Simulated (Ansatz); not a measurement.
This cell of Rh (fcc, Cu type) is off equilibrium:

```
Rh
1.0
    0.00000     3.83006     3.83006
    1.91503     0.00000     1.91503
    1.91503     1.91503     0.00000
Rh
2
Direct
  0.00000   0.02102   0.98642
  0.50000   0.97898   0.01358
```

Method: PBE (plane waves to 420 eV, PAW, scalar-relativistic; Ansatz, a quantum-chemistry and plane-wave program). k mesh 21×21×21 (Γ-centred), Fermi-Dirac smearing 0.05 eV. Compression counts positive. With partly filled bands, energies and forces of such displacements shift with the k mesh and the smearing. Rh is run without spin polarisation. Rh was relaxed with its symmetry unable to fall.

### Question
Predict the force on every atom, in eV/Å.

### Answer
| atom | Fx | Fy | Fz |
|---|---|---|---|
| Rh1 | -0.099 | 0.179 | -0.272 |
| Rh2 | 0.099 | -0.179 | 0.272 |

### Question
Give the stress tensor in GPa and the pressure.

### Answer
```
    0.6     -0.4     -0.1
   -0.4      0.4     -0.1
   -0.1     -0.1      0.0
```
The pressure, a third of the trace, is 0.3 GPa.

(A displaced cell: forces are minus the slopes of the energy, force constants its curvatures, and phonons follow from these.)
